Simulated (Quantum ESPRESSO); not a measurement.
W3MoS8, a curve over strain

Simulated, not a measurement. The program is pw.x of Quantum ESPRESSO 7.5 (plane-wave density functional theory). The cell is made up: 12 atoms on a layered 2H lattice, with randomly drawn elements, strain and displacements, not relaxed. PseudoDojo standard norm-conserving files (v0.5 for PBE, v0.4.1 for LDA and PBEsol) set the functional; there is no spin polarisation, spin-orbit coupling or dispersion term, and the masses in the input are unused placeholders.

Seven runs add a strain to one cell (the same linear strain along x, y and z); the atoms follow the cell and are not relaxed. Stress in the table is positive in tension.

Input of the run at +0.0044:

```
&control calculation='scf', pseudo_dir='./dojo.nc.sr.pbe.v0_5.standard.upf', outdir='./o', disk_io='low', tprnfor=.true., tstress=.true. /
&system ibrav=0, nat=12, ntyp=3, nbnd=58, ecutwfc=79.96652505, nosym=.true., tot_charge=0,
 occupations='smearing', smearing='fd', degauss=0.0018374661
/
&electrons conv_thr=7.350e-09, electron_maxstep=60, /
ATOMIC_SPECIES
Mo 1.0 Mo.upf
S 1.0 S.upf
W 1.0 W.upf
CELL_PARAMETERS angstrom
3.1566 0.0 0.0
0.0 5.4675 0.0
0.0 0.0 12.5075
ATOMIC_POSITIONS angstrom
W -0.0022 1.8261 3.074
W 1.5861 0.9312 9.3797
Mo 1.5731 4.5524 3.1145
W 0.0284 3.6155 9.4198
S -0.0018 1.8182 7.8197
S -0.0327 1.835 10.9445
S 1.6131 0.9269 1.6075
S 1.5996 0.9086 4.6603
S 1.5686 4.5247 7.8402
S 1.5757 4.5494 10.93
S 0.0083 3.6523 1.5482
S -0.0076 3.6128 4.744
K_POINTS automatic
7 4 2 1 1 1
```

```
added strain  free energy less that of the input shown (eV)  stress xx (GPa)  stress yy (GPa)  stress zz (GPa)  stress xy (GPa)  pressure (GPa)  iterations
     -0.0156                                         0.8506           -16.38           -16.19           -18.22            -0.92           16.93          20
     -0.0102                                         0.5319           -12.99           -12.80           -14.55            -0.84           13.45          20
     -0.0072                                         0.3842           -11.20           -11.03           -12.61            -0.79           11.61          19
     +0.0044                                         0.0000            -4.94            -4.79            -5.81            -0.63            5.18          20
     +0.0189                                        -0.1010             1.61             1.72             1.33            -0.46           -1.55          22
     +0.0217                                        -0.0766             2.72             2.83             2.56            -0.43           -2.70          25
```

Question: one run is left out of the table, at +0.0148. Estimate its stress xx (GPa).

Answer: -0.11. The whole row:

```
added strain  free energy less that of the input shown (eV)  stress xx (GPa)  stress yy (GPa)  stress zz (GPa)  stress xy (GPa)  pressure (GPa)  iterations
     +0.0148                                        -0.1122            -0.11             0.01            -0.55            -0.51            0.22          22
```

A cubic fit gives a slope of stress xx against the added strain of 529 GPa at zero added strain, with the atoms clamped. Across the table the free energy follows the integral of the stress to within 3.7 meV. A rerun of one of the cells at a cutoff of 1377 eV and k mesh 9 x 6 x 4 moved values by no more than 0.003 eV in energy, 0.04 GPa in stress and 0.004 eV/Å in force.